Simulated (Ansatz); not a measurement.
# Fixed-spin-moment curve of Co

The cell (2 atoms) is Co as an experimental structure (space group P6_3/mmc). Source: COD entry 9008492; it may be a high-temperature, high-pressure or metastable form.

```
Co
1.0
     2.50710    0.00000    0.00000
    -1.25355    2.17121    0.00000
     0.00000    0.00000    4.06860
Co
2
Direct
  0.33333 0.66667 0.25000
  0.66667 0.33333 0.75000
```

Numbers behind element symbols give the atom's place in this list.

Theory: Ansatz development build ahead of 0.2.0, DFT, r2SCAN, PAW, plane waves, scalar-relativistic.

```json
{
 "Plane-wave cutoff": "500 eV",
 "k-point mesh": "13×13×7 (Γ-centred)",
 "Occupations": "Fermi–Dirac smearing, 0.1 eV"
}
```

Site moments are integrals over atomic spheres and don't add up to the total.

r2SCAN tends to overstate moments and magnetic energies in itinerant metals.

The total moment of the cell is held fixed (separate Fermi levels for the two spins), shared at the start among the Co atoms with one sign; no search for lower states follows. Energies are free energies per cell above the lowest run, the runs with a free moment included. A row is the solution that its start led to, not a proven minimum at that M. The run at M = 0 starts without moments and gives the spin-unpolarised solution; a state with cancelling moments wasn't tried, and may lie lower. The program warns that the SCF threshold is loose for stress, so pressures can be off by 0.1 GPa or more.

The run at M = 3.11 μB took 7 s on 2 threads of Arm Neoverse V2, on a shared host, peak memory 0.4 GiB.

```json
{"fixed M (μB/cell)": "0.00", "F − F(lowest) (meV/cell)": "1101", "moments of Co1 Co2 (μB)": "0.00 0.00", "pressure (GPa)": "-22.9"}
{"fixed M (μB/cell)": "0.78", "F − F(lowest) (meV/cell)": "1019", "moments of Co1 Co2 (μB)": "0.44 0.44", "pressure (GPa)": "-22.1"}
{"fixed M (μB/cell)": "1.55", "F − F(lowest) (meV/cell)": "803", "moments of Co1 Co2 (μB)": "0.87 0.87", "pressure (GPa)": "-20.6"}
{"fixed M (μB/cell)": "2.33", "F − F(lowest) (meV/cell)": "468", "moments of Co1 Co2 (μB)": "1.30 1.30", "pressure (GPa)": "-17.4"}
{"fixed M (μB/cell)": "3.11", "F − F(lowest) (meV/cell)": "86", "moments of Co1 Co2 (μB)": "1.71 1.71", "pressure (GPa)": "-12.5"}
{"fixed M (μB/cell)": "3.88", "F − F(lowest) (meV/cell)": "41", "moments of Co1 Co2 (μB)": "2.06 2.06", "pressure (GPa)": "-5.0"}
{"fixed M (μB/cell)": "4.66", "F − F(lowest) (meV/cell)": "551", "moments of Co1 Co2 (μB)": "2.36 2.36", "pressure (GPa)": "5.3"}
{"fixed M (μB/cell)": "5.44", "F − F(lowest) (meV/cell)": "1707", "moments of Co1 Co2 (μB)": "2.65 2.65", "pressure (GPa)": "19.4"}
{"fixed M (μB/cell)": "6.21", "F − F(lowest) (meV/cell)": "3670", "moments of Co1 Co2 (μB)": "2.93 2.93", "pressure (GPa)": "38.2"}
```

The lowest fixed-moment run is the one at M = 3.88 μB (41 meV). With the constraint released: “parallel moments scaled by 0.1, free total moment [Co1 0.30, Co2 0.30 μB]” ends at 3.58 μB, 0 meV; “parallel moments, free total moment [Co1 3.00, Co2 3.00 μB]” ends at 3.58 μB, 0 meV. No free run was started from opposed moments.
